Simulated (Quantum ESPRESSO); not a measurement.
## Pt2Li4AuGa (input and log of a self-consistent run)

Simulated, not a measurement. The program is pw.x of Quantum ESPRESSO 7.5 (plane-wave density functional theory). The cell is made up: eight metal atoms on a hexagonal close-packed lattice, with elements, volume, strain and displacements drawn at random and not relaxed, so it may be unstable or far from any real phase. PseudoDojo standard norm-conserving files set the functional (PBE unless stated); there is no spin polarisation or spin-orbit coupling, the Fermi-Dirac width of 0.25 eV means electrons at about 2900 K, and the masses in the input are unused placeholders. Heavy elements are run without spin-orbit coupling, which real alloys of them have. A spin test at this wide smearing found no moment, but such smearing suppresses magnetism that the real alloy may have.

Input:

```
&control calculation='scf', pseudo_dir='./dojo.nc.sr.pbe.v0_5.standard.upf', outdir='./o', disk_io='medium', tprnfor=.true., tstress=.true. /
&system ibrav=0, nat=8, ntyp=4, nbnd=50, ecutwfc=84.00895049, nosym=.true., tot_charge=0,
 occupations='smearing', smearing='fd', degauss=0.0183746611
/
&electrons conv_thr=1.470e-08, electron_maxstep=70, mixing_beta=0.5 /
ATOMIC_SPECIES
Au 1.0 Au.upf
Ga 1.0 Ga.upf
Li 1.0 Li.upf
Pt 1.0 Pt.upf
CELL_PARAMETERS angstrom
-2.9345 -0.0038 -0.0181
-0.0228 5.0207 -4.7939
-0.0359 -5.0185 -4.7916
ATOMIC_POSITIONS angstrom
Pt 0.0291 -0.0364 -0.0038
Li 0.0075 1.6903 -2.4141
Pt -0.0499 -0.0709 -4.7955
Li -0.0344 1.7401 -7.2545
Li -1.4194 -0.8466 -2.4099
Li -1.3846 -2.511 -4.8668
Au -1.5269 -0.8092 -7.2028
Ga -1.488 2.5526 -4.7801
K_POINTS automatic
8 4 4 1 1 1
```

The log is shortened where brackets say so; the opening notice, blank lines, dates and the lines on written files are dropped, and the path of the files is cut. It prints rydbergs, bohrs and kilobars, and counts compression as positive stress. Its total energy is the free energy E - TS of the whole cell.

```
     Program PWSCF v.7.5
     Parallel version (MPI & OpenMP), running on       1 processor cores
     Number of MPI processes:                 1
     Threads/MPI process:                     1
     [start-up lines left out]
     bravais-lattice index     =            0
     lattice parameter (alat)  =       5.5455  a.u.
     unit-cell volume          =     952.7905 (a.u.)^3
     number of atoms/cell      =            8
     number of atomic types    =            4
     number of electrons       =        80.00
     number of Kohn-Sham states=           50
     kinetic-energy cutoff     =      84.0090  Ry
     charge density cutoff     =     336.0358  Ry
     scf convergence threshold =      1.5E-08
     mixing beta               =       0.5000
     number of iterations used =            8  plain     mixing
     Exchange-correlation= PBE
                           (   1   4   3   4   0   0   0)
     [axes and pseudopotential details left out]
   Cartesian axes
     site n.     atom                  positions (alat units)
         1        Pt     tau(   1) = (   0.0099163  -0.0124039  -0.0012949  )
         2        Li     tau(   2) = (   0.0025558   0.5759981  -0.8226451  )
         3        Pt     tau(   3) = (  -0.0170043  -0.0241604  -1.6341471  )
         4        Li     tau(   4) = (  -0.0117224   0.5929683  -2.4720927  )
         5        Li     tau(   5) = (  -0.4836844  -0.2884932  -0.8212139  )
         6        Li     tau(   6) = (  -0.4718257  -0.8556654  -1.6584438  )
         7        Au     tau(   7) = (  -0.5203168  -0.2757485  -2.4544750  )
         8        Ga     tau(   8) = (  -0.5070610   0.8698413  -1.6288993  )
     number of k points=    64  Fermi-Dirac smearing, width (Ry)=  0.0184
                       cart. coord. in units 2pi/alat
        k(    1) = (  -0.0620316   0.0000635  -0.0761565), wk =   0.0312500
        k(    2) = (  -0.0614647  -0.0730323  -0.1527131), wk =   0.0312500
     [further k points left out]
     Dense  grid:    99109 G-vectors     FFT dimensions: (  36,  80,  80)
     Estimated max dynamical RAM per process >     154.33 MB
     Initial potential from superposition of free atoms
     starting charge      79.9787, renormalised to      80.0000
     Starting wfcs are   47 randomized atomic wfcs +    3 random wfcs
     total cpu time spent up to now is       21.6 secs
     per-process dynamical memory:   110.8 Mb
     Self-consistent Calculation
     iteration #  1     ecut=    84.01 Ry     beta= 0.50
     Davidson diagonalization with overlap
     ethr =  1.00E-02,  avg # of iterations =  4.6
     total cpu time spent up to now is       97.3 secs
     total energy              =   -1028.91670541 Ry
     estimated scf accuracy    <       1.23160840 Ry
     iteration #  2     ecut=    84.01 Ry     beta= 0.50
     Davidson diagonalization with overlap
     ethr =  1.54E-03,  avg # of iterations =  2.5
     total cpu time spent up to now is      166.0 secs
     total energy              =   -1029.24011504 Ry
     estimated scf accuracy    <       2.76471522 Ry
     iteration #  3     ecut=    84.01 Ry     beta= 0.50
     Davidson diagonalization with overlap
     ethr =  1.54E-03,  avg # of iterations =  2.0
     total cpu time spent up to now is      234.1 secs
     total energy              =   -1029.55185934 Ry
     estimated scf accuracy    <       0.06106417 Ry
     iteration #  4     ecut=    84.01 Ry     beta= 0.50
     Davidson diagonalization with overlap
     ethr =  7.63E-05,  avg # of iterations =  5.3
     total cpu time spent up to now is      295.7 secs
     total energy              =   -1029.55494726 Ry
     estimated scf accuracy    <       0.01806897 Ry
     iteration #  5     ecut=    84.01 Ry     beta= 0.50
     Davidson diagonalization with overlap
     ethr =  2.26E-05,  avg # of iterations =  3.1
     total cpu time spent up to now is      352.9 secs
     total energy              =   -1029.55594261 Ry
     estimated scf accuracy    <       0.04195273 Ry
     [iterations 6 to 8 left out]
     iteration #  9     ecut=    84.01 Ry     beta= 0.50
     Davidson diagonalization with overlap
     ethr =  6.09E-08,  avg # of iterations =  2.0
     total cpu time spent up to now is      577.2 secs
     total energy              =   -1029.55969118 Ry
     estimated scf accuracy    <       0.00001412 Ry
     iteration # 10     ecut=    84.01 Ry     beta= 0.50
     Davidson diagonalization with overlap
     ethr =  1.77E-08,  avg # of iterations =  2.0
     total cpu time spent up to now is      637.0 secs
     total energy              =   -1029.55969340 Ry
     estimated scf accuracy    <       0.00000176 Ry
     iteration # 11     ecut=    84.01 Ry     beta= 0.50
     Davidson diagonalization with overlap
     ethr =  2.20E-09,  avg # of iterations =  2.0
     total cpu time spent up to now is      692.8 secs
     total energy              =   -1029.55969373 Ry
     estimated scf accuracy    <       0.00000038 Ry
     iteration # 12     ecut=    84.01 Ry     beta= 0.50
     Davidson diagonalization with overlap
     ethr =  4.77E-10,  avg # of iterations =  2.0
     total cpu time spent up to now is      746.4 secs
     total energy              =   -1029.55969380 Ry
     estimated scf accuracy    <       0.00000005 Ry
     iteration # 13     ecut=    84.01 Ry     beta= 0.50
     Davidson diagonalization with overlap
     ethr =  6.27E-11,  avg # of iterations =  2.0
     total cpu time spent up to now is      791.9 secs
     End of self-consistent calculation
     [lines on levels left out]
!    total energy              =   -1029.55969380 Ry
     estimated scf accuracy    <          3.4E-09 Ry
     smearing contrib. (-TS)   =      -0.04936375 Ry
     internal energy E=F+TS    =   -1029.51033005 Ry
     The total energy is F=E-TS. E is the sum of the following terms:
     one-electron contribution =    -626.00261447 Ry
     hartree contribution      =     334.01637987 Ry
     xc contribution           =    -202.24765717 Ry
     ewald contribution        =    -535.27643829 Ry
     convergence has been achieved in  13 iterations
     Forces acting on atoms (cartesian axes, Ry/au):
     atom    1 type  4   force =     0.00011599   -0.00564382   -0.00908985
     atom    2 type  3   force =     0.00058775   -0.00525609   -0.00097811
     atom    3 type  4   force =     0.00152135    0.02147715    0.00553042
     atom    4 type  3   force =     0.00121055   -0.02998081    0.00649934
     atom    5 type  3   force =    -0.00198881    0.02362955    0.00095991
     atom    6 type  3   force =    -0.00395482    0.00212089   -0.00536699
     atom    7 type  1   force =     0.00139054   -0.00564441    0.00594657
     atom    8 type  2   force =     0.00111743   -0.00070246   -0.00350128
     Total force =     0.047702     Total SCF correction =     0.000222
     Computing stress (Cartesian axis) and pressure
          total   stress  (Ry/bohr**3)                   (kbar)     P=      -83.70
  -0.00048750   0.00000167  -0.00000986          -71.71        0.25       -1.45
   0.00000167  -0.00074351  -0.00001486            0.25     -109.37       -2.19
  -0.00000986  -0.00001486  -0.00047595           -1.45       -2.19      -70.01
     init_run     :     20.20s CPU     21.40s WALL (       1 calls)
     electrons    :    725.99s CPU    770.31s WALL (       1 calls)
     forces       :      8.33s CPU      8.44s WALL (       1 calls)
     stress       :     42.21s CPU     42.51s WALL (       1 calls)
     [timing details left out]
     PWSCF        :  13m17.27s CPU  14m 3.72s WALL
     JOB DONE.
```

In other units: free energy -14007.873 eV for the cell, pressure -8.37 GPa, largest force component 0.771 eV/Å in size. The run took 845 s of wall time with one process on a shared machine (AMD EPYC, Zen 5, virtual cores), so the time is rough. A rerun of this cell at a higher cutoff and on a denser mesh moved values by no more than 0.006 eV in energy, 0.15 GPa in stress and 0.004 eV/Å in force, and a second program with other atomic files agreed on that cell to 2 % rms in force and 0.5 GPa in pressure.